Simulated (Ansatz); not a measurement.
BN:
```xyz
2
Lattice="0.0000 1.7979 1.7979 1.7979 0.0000 1.7979 1.7979 1.7979 0.0000" Properties=species:S:1:pos:R:3 pbc="T T T"
B      0.0000     0.0000     0.0000
N      0.8989     0.8989     0.8989
```

Relaxed with HSE06. Special points in fractions of this cell's reciprocal vectors: Γ (0.000, 0.000, 0.000); X (0.500, 0.000, 0.500); U (0.625, 0.250, 0.625); K (0.375, 0.375, 0.750); L (0.500, 0.500, 0.500); W (0.500, 0.250, 0.750).

Q: List the band energies nearest the valence-band maximum at these points for HSE06 in the plane-wave PAW code Ansatz.

A: In eV from the valence-band maximum; about four levels below and three above (degenerate sets whole), none deeper than 8.9 eV; … stands for higher levels left out; points with the same levels are listed once.

| k | below | above |
|---|---|---|
| Γ | 0.00 0.00 0.00 | … |
| X | -5.39 -5.39 | 5.80 10.84 … |
| U | -8.40 -4.48 | 8.42 14.86 … |
| L | -2.14 -2.14 | 12.06 … |
| W | -8.41 -7.66 -7.09 | 11.31 15.57 … |

Space group F-43m (zinc blende). The cell was relaxed with HSE06 under the symmetry of its start. The hybrid was solved on a coarse mesh, the path and, where they were found, the r²SCAN edge points; its band edges are the extreme levels among these.

Potentials: the earlier of the program's two PAW sets.
